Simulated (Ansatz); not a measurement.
Ansatz input

```yaml
crystal:
  lattice:
    - [5.5467737098, 0.0, 0.0]
    - [0.0, 5.5467737098, 0.0]
    - [0.0, 0.0, 5.5467737098]
  atoms:
    - { symbol: Zr, position: [0.0, 1.0, 0.0] }
    - { symbol: Zr, position: [0.5, 0.5, 0.5] }
    - { symbol: Zr, position: [0.25, 0.0, 0.5] }
    - { symbol: Zr, position: [0.75, 1.0, 0.5] }
    - { symbol: Zr, position: [0.5, 0.25, 1.0] }
    - { symbol: Zr, position: [0.5, 0.75, 0.0] }
    - { symbol: Zr, position: [1.0, 0.5, 0.25] }
    - { symbol: Zr, position: [1.0, 0.5, 0.75] }
hamiltonian:
  xc: lda
  pseudopotentials:
    kind: paw
    azcp:
      Zr: "pseudopotentials/Zr.paw.azcp"
basis:
  ecutwfc: 420
  fft_grid_basis: typed
kpoints:
  mp_grid: { grid: [6, 6, 6], shift: [0, 0, 0] }
magnetization:
  spin_polarized: false
scf:
  occupations: { method: fermi_dirac, width: 0.1 }
```

Output

```
Warning: the record states the generating functional pbe (its physics header spells it `PBE`), which answers neither for hamiltonian.xc's functional nor for the lda family's — results may be inconsistent (PPs are generated against a specific XC)
Engine: ansatz 0.2.0, x86_64-unknown-linux-gnu
Pseudopotentials: kind: paw
Pseudopotential: Zr, paw, valence charge 12, recommended cutoff 420 eV (normal) 
Functional definition: SPW92
  exchange = slater_x
  correlation = pw_c
Crystal: 8 atoms, lattice volume = 170.656 Å³
Basis set: ecut = 420 eV, 3287 PW (Γ)
Bands: 58, of which v1, the nominal top of the filled ones, is band 48 counted from 1 (47 counted from 0)
Symmetry: 48 space group operations
Space group: Pm-3n (ITA 223), of the structure as read, at distance tolerance 5.5e-5 Å
k-points: 20 of 216
Non-local potential: Zr, projectors of the file, l = 0: 3, l = 1: 2, l = 2: 2, l = 3: 2
PAW form: soft (Blöchl's): semilocal exchange-correlation on the pseudo side does not see the compensation charge
PAW frozen core: Zr, regenerated for the run's functional, and the local potential with it (the file was generated under x = pbe(κ = 0.804, μ = 0.2195149727645171), c = pbe(β = 0.06672455060314922))
PAW one-centre angular grid: Zr, 590 points (default); XC on 64 Gauss nodes
Initial density: superposition of atomic densities (neutral atoms: chi_scale 0, normalization atom), corrected by the library's trained network
Initial wavefunctions: pseudopotential atomic-orbital guess
Functional: x = slater, c = lda
SCF iter   1: F=—  HF=-32619.180143 eV  |F-HF|=—  |Δ(HF+E_count)|=         —  Δρ=7.18e-3  dr2=8.17e-2  ethr=1.77e-3  ⟨swp⟩=5.5  Hψ=4409  notcnv=0
SCF iter   2: F=—  HF=-32619.169194 eV  |F-HF|=—  |Δ(HF+E_count)|=   1.09e-2  Δρ=3.89e-3  dr2=2.01e-2  ethr=8.51e-5  ⟨swp⟩=1.5  Hψ=1376  notcnv=0
SCF iter   3: F=—  HF=-32619.166711 eV  |F-HF|=—  |Δ(HF+E_count)|=   2.48e-3  Δρ=1.24e-3  dr2=3.49e-3  ethr=2.10e-5  ⟨swp⟩=2.8  Hψ=1958  notcnv=0
SCF iter   4: F=—  HF=-32619.166277 eV  |F-HF|=—  |Δ(HF+E_count)|=   4.34e-4  Δρ=2.73e-4  dr2=9.49e-5  ethr=3.63e-6  ⟨swp⟩=2.0  Hψ=1454  notcnv=0
SCF iter   5: F=—  HF=-32619.166257 eV  |F-HF|=—  |Δ(HF+E_count)|=   1.98e-5  Δρ=4.00e-5  dr2=1.40e-6  ethr=9.89e-8  ⟨swp⟩=2.6  Hψ=1882  notcnv=0
SCF iter   6: F=—  HF=-32619.166257 eV  |F-HF|=—  |Δ(HF+E_count)|=   5.45e-8  Δρ=7.52e-6  dr2=1.15e-7  ethr=1.04e-10  ⟨swp⟩=3.0  Hψ=2759  notcnv=0
SCF iter   7: F=-32619.166257 eV  HF=-32619.166257 eV  |F-HF|=3.13e-10  |Δ(HF+E_count)|=   1.62e-8  Δρ=1.03e-6  dr2=1.54e-9  ethr=1.04e-10  ⟨swp⟩=2.0  Hψ=1580  notcnv=0
SCF 1 converged in 7 iterations: F = -32619.166257 eV  dr2 = 1.54e-9
SCF converged after 7 iterations
Free energy (F): -32619.166257 eV
Harris-Foulkes:  -32619.166257 eV  (|F-HF|=3.13e-10)
Internal energy: -32618.750189 eV  (E = F + TS)
E sigma→0 (E₀):  -32618.958223 eV
Entropy (-TS):   -0.416068 eV (-52.008 meV/atom)
Fermi energy:    14.795390 eV
--- Per-component energies (eV) ---
  E_band       = -642.916915
  E_kinetic    = 2686.405786
  E_local      = -4769.107902  (includes V_loc(G=0)·N_el)
  E_nonlocal   = 685.176666
  E_hartree    = 1479.817883
  E_xc         = -1288.384976
  E_vxc        = -1531.058913  (∫ρ·V_xc dr)
  E_paw        = -22797.421804  (= ΣΔE_a)
  E_vpaw       = -673.969220  (= ΣTr[D̂ρ^β])
  E_aug_tail   = 0.000189  (compensation charges beyond the density's cutoff)
  E_ewald      = -8618.199238
  E_core_change = 2.963207  (= ΣΔE_core)
  E_smearing   = -0.416068  (= −TS)
  E_closure    = -0.000000  (closes the sum)
  Σ components = -32619.166257   (vs F -32619.166257, Δ=0.00e0)
```
